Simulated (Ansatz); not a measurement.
BC5 in space group P3m1 (No. 156; Pearson symbol hP6), PBEsol (plane waves, PAW; program Ansatz), all energies at zero smearing, with the estimated change up to a 700 eV cutoff added, with one set of potentials and settings (totals compare only within such a set). Cell of 6 atoms (1 B, 5 C): -1385.132 eV.

| element | reference phase | E (eV/atom) |
|---|---|---|
| B | R-3m, 12 atoms in the cell | -152.6698 |
| C | P6_3/mmc, 4 atoms in the cell | -246.6950 |

Formation energy per atom, worked out: (-1385.132 − 1×(-152.6698) − 5×(-246.6950))/6 = 0.169 eV/atom (16 kJ per mol of atoms), at 0 K, without zero-point energy or fitted corrections.

The start of the workflow was typed in or built on a structure type; the Crystallography Open Database copy checked does not list it. Whether it is the stable phase at ambient conditions was not checked. Symmetry was held in the PBEsol relaxation; its stability against distortions is not shown here. Its formation energy is positive at this level, so the cell may be metastable or incomplete. The references are the lowest solids computed at this level, not always the standard phases.

Potentials: the later of the program's two PAW sets.
